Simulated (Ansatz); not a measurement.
## MoPd, first-principles data

MoPd:
Space group P4/mmm (No. 123); a = b = 2.696 Å, c = 4.127 Å, α = β = γ = 90.00°

```tsv
atom	site	symmetry	x	y	z
Pd	1a	4/mmm	0.0000	0.0000	0.0000
Mo	1d	4/mmm	0.5000	0.5000	0.5000
```

Space group P4/mmm (No. 123), L1₀ or tetragonal B2; conventional cell a = b = 2.6961 Å, c = 4.1271 Å, α = β = γ = 90.00°.

Method: DFT-r²SCAN in the program Ansatz with PAW potentials. Structure relaxed to zero pressure with the same functional. Other levels are named where they apply.

**Cell and energy**

- Volume per atom = 15.00 Å³
- Density = 11.20 g/cm³
- Formation energy from the elements (no fitted shifts) = 0.055 eV/atom

**Electronic structure**

- Electronic character = metallic (no gap)
- Density of states at the Fermi level = 0.79 states/eV per atom (mean over ±0.08 eV)
- Gap with spin–orbit coupling = none (metallic)

**Mechanics**

- Bulk modulus (Birch–Murnaghan fit): 2470 kbar
- Pressure derivative B′: 4.8

**Charges**

- Bader charges = Pd -0.60, Mo +0.60 e

The start of the workflow was typed in or built on a structure type; neither database checked (COD, Materials Project) lists it. Its standing as an ambient phase is unchecked. The r²SCAN relaxation kept the symmetry of its start; its stability against distortions is not shown here. No spin polarisation was allowed. Axis ratios of metals converge slowly with the k-mesh, so a and c are less sure than the volume. The references are the lowest solids computed at this level, not always the standard phases. Spin–orbit coupling is left out wherever it is not named.

Potentials: the earlier of the program's two PAW sets.
